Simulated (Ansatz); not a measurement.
AlN:
```cif
data_Al2N2
_chemical_formula_sum 'Al2 N2'
_space_group_name_H-M_alt 'P 1'
_space_group_IT_number 1
_cell_length_a 3.11361
_cell_length_b 3.11361
_cell_length_c 4.98342
_cell_angle_alpha 90.000
_cell_angle_beta 90.000
_cell_angle_gamma 120.000
loop_
_space_group_symop_operation_xyz
  'x, y, z'
loop_
_atom_site_label
_atom_site_type_symbol
_atom_site_fract_x
_atom_site_fract_y
_atom_site_fract_z
_atom_site_occupancy
Al1 Al 0.66667 0.33333 0.49902 1
Al2 Al 0.33333 0.66667 0.99902 1
N1 N 0.66667 0.33333 0.88098 1
N2 N 0.33333 0.66667 0.38098 1
```

Relaxed with PBEsol.

Question: Give the optical modes at the zone centre with their infrared activity from DFPT, the program Ansatz at the PBEsol level (PAW).

Answer: Transverse frequencies, without the LO–TO term; a row sums one degenerate level.

```
ω (cm⁻¹)  degeneracy  IR ((D/Å)²/amu)     activity  symmetry
--------  ----------  ---------------  -----------  --------
235                2             0.00  IR-inactive        E2
542                1             0.00  IR-inactive        B1
606                1            36.18           IR        A1
652                2             0.00  IR-inactive        E2
663                2            63.84           IR        E1
713                1             0.00  IR-inactive        B1
```

Question: How high does the top mode go among those that the LO–TO term moves?

Answer: 895 cm⁻¹ for q along x, 895 cm⁻¹ for q along y, 870 cm⁻¹ for q along z.

Space group P6_3mc (wurtzite). Symmetry was held in the PBEsol relaxation.

Potentials: the earlier of the program's two PAW sets. The files were generated under PBE; for other functionals the program regenerates the frozen cores, and for LDA and PBEsol the local potential too.
